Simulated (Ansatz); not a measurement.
The start is a generated cell, NbSi2 built in the AFLOW prototype A2B_oC12_36_2a_a (C24, as in HgBr2). A full variable-cell relaxation at zero pressure is run with r2SCAN (plane waves to 500 eV, PAW, scalar-relativistic; Ansatz, an electronic-structure program). First-step values are on the input's coarse k-mesh.

Ansatz input (later rounds restart from its end on a renewed k-mesh):
Ansatz 0.2 input:
```yaml
crystal:
  lattice:
    - [1.7791187, -2.6121186, 0]
    - [1.7791187, 2.6121186, 0]
    - [0, 0, 9.5766141]
  atoms:
    - { symbol: Si, position: [0.667, 0.333, 0.5] }
    - { symbol: Si, position: [0.333, 0.667, 0] }
    - { symbol: Si, position: [0.939, 0.061, 0.634] }
    - { symbol: Si, position: [0.061, 0.939, 0.134] }
    - { symbol: Nb, position: [0.605, 0.395, 0.866] }
    - { symbol: Nb, position: [0.395, 0.605, 0.366] }
basis: { ecutwfc: 500, ecutrho_ratio: 4, xc_grid: 4, fft_grid_basis: typed }
kpoints: { mp_grid: { grid: [8, 8, 3] } }
hamiltonian:
  xc: r2scan
  dispersion: none
  pseudopotentials: { kind: paw }
scf: { occupations: { method: fermi_dirac, width: 0.05 } }
relax: { f_tol: 0.01, max_steps: 100, cell: { stress_tol: 0.02 } }
output: { forces: true, stress: true }
```

* **Energy released**: about 1.9 eV/atom
* **Volume change**: +10.2 %, from 14.84 to 16.35 Å³/atom
* **Shortest distances (start → end)**: The closest pairs of elements (up to four, under 3.6 Å), start → end: Nb–Si 1.91 → 2.57 Å; Si–Si 1.91 → 2.38 Å; Nb–Nb 3.16 → 3.51 Å
* **Band gap at the end**: no gap (metallic)
* **Optimiser moves**: 11

It ends as:

```cif
data_Nb2Si4
_chemical_formula_sum 'Si4 Nb2'
_space_group_name_H-M_alt 'P63mc'
_space_group_IT_number 186
_space_group_name_Hall 'P 6c -2c'
_cell_length_a 3.51406
_cell_length_b 3.51406
_cell_length_c 9.17595
_cell_angle_alpha 90.000
_cell_angle_beta 90.000
_cell_angle_gamma 120.000
loop_
_atom_site_label
_atom_site_type_symbol
_atom_site_symmetry_multiplicity
_atom_site_Wyckoff_symbol
_atom_site_fract_x
_atom_site_fract_y
_atom_site_fract_z
_atom_site_occupancy
Si1 Si 2 b 0.33333 0.66667 0.01866 1
Si2 Si 2 a 0.00000 0.00000 0.15465 1
Nb1 Nb 2 b 0.33333 0.66667 0.32669 1
```

Final values are on a 15×15×5 k-mesh of the relaxed cell. The start holds a very short contact (Si–Nb 1.91 Å). No spin polarisation in the result.

The run could not lose the symmetry of its start: the end is stationary, and may be a saddle point rather than a minimum.

The relaxed structure here is a generated cell of NbSi2: the first start was made by placing the elements on the sites of a structure type, and the end was not matched to a known phase here, so it may be hypothetical. Known forms of NbSi2 include space group No. 180.
